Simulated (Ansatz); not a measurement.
Level of theory: Ansatz, DFT PBE, scalar-relativistic, plane waves, PAW. Cutoff 420 eV, Γ-centred meshes of about 0.25 Å⁻¹ or finer for metals and 0.3 Å⁻¹ for insulators (2π included), Gaussian smearing. No spin polarisation.

Relaxed structures of HfBr3F2, with energies over the first row. Coordination counts Br or F atoms around Hf (for each partner element, those within 1.25 times its shortest distance or 1.15 times the sum of covalent radii, where it is the nearest in units of that sum or under 1.3).

| # | form | sites | V (Å³/atom) | coordination | ΔE (meV/atom) |
| --- | --- | --- | --- | --- | --- |
| 1 | Imm2 | Hf 2a; Br 2a, 4d; F 2a, 2b | 28.7 | Hf 6 | 0 |
| 2 | P4/mmm | Hf 1a; Br 2g, 1d; F 2f | 32.2 | Hf 6 | 81 |

A further structure, relaxed alike:

```cif
data_structure
_symmetry_space_group_name_H-M 'P4/mmm'
_symmetry_Int_Tables_number 123
_cell_length_a 5.9085
_cell_length_b 5.9085
_cell_length_c 13.2532
_cell_angle_alpha 90.000
_cell_angle_beta 90.000
_cell_angle_gamma 90.000
_cell_volume 462.68
loop_
_atom_site_label
_atom_site_type_symbol
_atom_site_symmetry_multiplicity
_atom_site_Wyckoff_symbol
_atom_site_fract_x
_atom_site_fract_y
_atom_site_fract_z
_atom_site_occupancy
Hf1 Hf 2 f 0.50000 0.00000 0.00000 1
Br1 Br 2 h 0.50000 0.50000 0.58708 1
Br2 Br 4 i 0.00000 0.50000 0.81016 1
F1 F 4 j 0.25016 0.25016 0.00000 1
```

Question: Where does it fall in the ranking, and at what energy?

Answer: It is the lowest, 109 meV/atom below row 1, with space group P4/mmm (No. 123) and 38.6 Å³/atom. Counting Br or F atoms around Hf, this cell and row 1 both have Hf 6. This cell holds Br–Br pairs (shortest 2.31 Å); in row 1 the shortest Br–Br distance is 3.37 Å. Around Hf lie 4 F at 2.09 Å and 2 Br at 2.52 Å; around Br on a site of symmetry 4mm lies 1 Br at 2.31 Å; Br on a site of symmetry 2mm is surrounded by 1 Hf at 2.52 Å; around F lie 2 Hf at 2.09 Å.

Weakly bound directions are ill-defined at this level, which has no dispersion term (P4/mmm at 38.6 Å³/atom, Imm2, P4/mmm at 32.2 Å³/atom), and this can change margins and order among such cells. Spin–orbit coupling, which can matter for Hf, is left out. In Imm2, P4/mmm at 32.2 Å³/atom an odd number of electrons in the primitive cell allows no gap without spin; a larger cell or a magnetic state could open one. A magnetic state wasn't ruled out in cells without spin, among them Imm2, P4/mmm at 32.2 Å³/atom. With atoms moved at random, the further cell ended within 5 meV/atom of its own energy, in a cell of lower symmetry. Other cells relaxed within their symmetry can be saddle points. Some types were kept out of the candidates beforehand, so the set may lack a known form.
